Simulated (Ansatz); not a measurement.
Level of theory: Ansatz, DFT PBE, scalar-relativistic, plane waves, PAW. All cells share a 420 eV cutoff and Γ-centred k meshes spaced at most about 0.3 Å⁻¹ (about 0.25 or finer for metals, 2π included). No spin polarisation in the final relaxations.

These are static total energies at zero pressure.

Two forms of La2Zr2O were relaxed alike.

A.

```cif
data_structure
_symmetry_space_group_name_H-M 'P6/mmm'
_symmetry_Int_Tables_number 191
_cell_length_a 5.6762
_cell_length_b 5.6762
_cell_length_c 6.8072
_cell_angle_alpha 90.000
_cell_angle_beta 90.000
_cell_angle_gamma 120.000
_cell_volume 189.94
loop_
_atom_site_label
_atom_site_type_symbol
_atom_site_symmetry_multiplicity
_atom_site_Wyckoff_symbol
_atom_site_fract_x
_atom_site_fract_y
_atom_site_fract_z
_atom_site_occupancy
La1 La 2 d 0.33333 0.66667 0.50000 1
Zr1 Zr 2 e 0.00000 0.00000 0.71504 1
O1 O 1 a 0.00000 0.00000 0.00000 1
```

B.

```cif
data_structure
_symmetry_space_group_name_H-M 'P-3m1'
_symmetry_Int_Tables_number 164
_cell_length_a 3.4145
_cell_length_b 3.4145
_cell_length_c 11.7212
_cell_angle_alpha 90.000
_cell_angle_beta 90.000
_cell_angle_gamma 120.000
_cell_volume 118.35
loop_
_atom_site_label
_atom_site_type_symbol
_atom_site_symmetry_multiplicity
_atom_site_Wyckoff_symbol
_atom_site_fract_x
_atom_site_fract_y
_atom_site_fract_z
_atom_site_occupancy
La1 La 2 d 0.66667 0.33333 0.64597 1
Zr1 Zr 2 d 0.66667 0.33333 0.10306 1
O1 O 1 a 0.00000 0.00000 0.00000 1
```

Problem. Which would you expect to be lower, and how large is the difference?

Solution. B is lower, by 0.64 eV/atom. A has space group P6/mmm (No. 191), 38.0 Å³/atom and no gap on its mesh; B has space group P-3m1 (No. 164), 23.7 Å³/atom and no gap. Counting La or Zr atoms around O (for each partner element, those within 1.25 times its shortest distance or 1.15 times the sum of covalent radii, where it is the nearest in units of that sum or under 1.3), A has O 2 and B has O 6. The denser one is the lower, and pressure would at first widen the difference. In A, La is surrounded by 3 La at 3.28 Å and 6 Zr at 3.59 Å; Zr has 1 O at 1.94 Å, 1 Zr at 2.93 Å and 6 La at 3.59 Å; around O lie 2 Zr at 1.94 Å. In B, around La lie 6 La at 3.41 Å, 3 Zr at 3.54 Å and 3 La at 3.95 Å; Zr has 3 O at 2.31 Å, 3 Zr at 3.12 Å, 6 Zr at 3.41 Å and 3 La at 3.54 Å; O has 6 Zr at 2.31 Å. Both come from invented guesses.

Cells relaxed within their symmetry can be saddle points.
